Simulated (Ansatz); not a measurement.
Recipe of this trial structure of NbGaSe3: random cell by space group and Wyckoff sites (P6/mmm, No. 191). Its size is a rough estimate.

```cif
data_structure
_symmetry_space_group_name_H-M 'P 1'
_symmetry_Int_Tables_number 1
_cell_length_a 5.2535
_cell_length_b 5.2535
_cell_length_c 5.3482
_cell_angle_alpha 90.000
_cell_angle_beta 90.000
_cell_angle_gamma 120.000
_cell_volume 127.83
loop_
_atom_site_label
_atom_site_type_symbol
_atom_site_fract_x
_atom_site_fract_y
_atom_site_fract_z
_atom_site_occupancy
Nb1 Nb 0.00000 0.00000 0.50000 1
Ga1 Ga 0.00000 0.00000 0.00000 1
Se1 Se 0.50000 0.00000 0.00000 1
Se2 Se 0.00000 0.50000 0.00000 1
Se3 Se 0.50000 0.50000 0.00000 1
```

Level of theory: DFT PBE, scalar-relativistic, plane waves, PAW (Ansatz). Cutoff 420 eV, Gaussian smearing, Γ-centred meshes. Cell and atoms relax first on a coarse mesh and then on a finer one. In between, the cell is made exact in the group found at 0.06 Å. In metals the finer mesh still leaves noise of several meV/atom or more. The steps can't lower the symmetry of their start. Collinear spin is switched on along the way, since trial moments persisted in a coarse test.

A guess keeps its type if space group and coordination stay and the shape of the cell changes little (axis ratios within about 15 %, angles within 6°); the volume may change.

Q: Will the relaxed cell still be of the starting type?

A: It keeps its type. The symmetry stays P6/mmm (No. 191). The volume per atom grows by 11.7 %, from 25.6 to 28.6 Å³. The shortest distance goes from 2.63 Å (Ga–Se and Se–Se) to 2.54 Å (Nb–Ga). The ratio c/a of the conventional cell changes by a factor of 0.88. Counting neighbours within 15 % of an atom's shortest distance, the start has Ga 8, Nb 2, Se 6 and the end Ga 8, Nb 2, Se 6.

Energies over the elements count from the elements' standard structures at the same level, with no fitted energy shifts.

Q: At what energy does it end?

A: +0.99 eV/atom. A positive value: parting into the elements would lower its energy.

The last run used collinear spin, a 12×12×8 mesh (in the run's order of axes) for its 5-atom cell and Gaussian smearing of 0.10 eV. The reference form of Se is held partly by dispersion forces, which this level lacks. Another magnetic order may lie lower. Symmetry constrained the relaxation, so the result can be a saddle point. Another cell of NbGaSe3 relaxed alike but without spin, in Pm-3m, lies 1.28 eV/atom lower, so this cell isn't the stable form at this level.
